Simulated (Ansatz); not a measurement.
## Al4Ru3, before and after

The guess for Al4Ru3 was proposed by analogy with related compounds (R-3m, No. 166). Its size is a guess.

start.cif

```cif
data_structure
_symmetry_space_group_name_H-M 'P 1'
_symmetry_Int_Tables_number 1
_cell_length_a 6.9901
_cell_length_b 6.9901
_cell_length_c 6.9901
_cell_angle_alpha 34.537
_cell_angle_beta 34.537
_cell_angle_gamma 34.537
_cell_volume 97.94
loop_
_atom_site_label
_atom_site_type_symbol
_atom_site_fract_x
_atom_site_fract_y
_atom_site_fract_z
_atom_site_occupancy
Al1 Al 0.62500 0.62500 0.62500 1
Al2 Al 0.37500 0.37500 0.37500 1
Al3 Al 0.12500 0.12500 0.12500 1
Al4 Al 0.87500 0.87500 0.87500 1
Ru1 Ru 0.75000 0.75000 0.75000 1
Ru2 Ru 0.25000 0.25000 0.25000 1
Ru3 Ru 0.50000 0.50000 0.50000 1
```

Method: Ansatz, DFT PBE, scalar-relativistic, plane waves, PAW. Cutoff 420 eV, Gaussian smearing, Γ-centred meshes. Cell and atoms relax first on a coarse mesh, the cell is then made exact in the group found at 0.06 to 0.08 Å, and last on a converged mesh; the steps can't lower the symmetry of their start. No spin polarisation.

end.cif

```cif
data_structure
_symmetry_space_group_name_H-M 'P 1'
_symmetry_Int_Tables_number 1
_cell_length_a 7.2086
_cell_length_b 7.2086
_cell_length_c 7.2086
_cell_angle_alpha 34.142
_cell_angle_beta 34.142
_cell_angle_gamma 34.142
_cell_volume 105.20
loop_
_atom_site_label
_atom_site_type_symbol
_atom_site_fract_x
_atom_site_fract_y
_atom_site_fract_z
_atom_site_occupancy
Al1 Al 0.62644 0.62644 0.62644 1
Al2 Al 0.37356 0.37356 0.37356 1
Al3 Al 0.12279 0.12279 0.12279 1
Al4 Al 0.87721 0.87721 0.87721 1
Ru1 Ru 0.74891 0.74891 0.74891 1
Ru2 Ru 0.25109 0.25109 0.25109 1
Ru3 Ru 0.50000 0.50000 0.50000 1
```

The symmetry stays R-3m (No. 166). The volume per atom grows by 7.4 %, from 14.0 to 15.0 Å³. The shortest distance goes from 2.46 Å (Al–Ru) to 2.49 Å (Al–Ru).

```
Volume per atom                             : 15.03 Å³
Density                                     : 6.49 g/cm³
Energy over the elements                    : −0.49 eV/atom
Gap on the 12×12×12 mesh of the 7-atom cell : 0 eV (a metal)
```

Energies over the elements count from the elements' standard structures at the same level, with no fitted energy shifts.

The last run used Gaussian smearing of 0.10 eV. A structure relaxed within its symmetry needn't be a true minimum. Another cell of the same search, in I4/mmm, lies 170 meV/atom lower, so this cell isn't the stable form at this level.
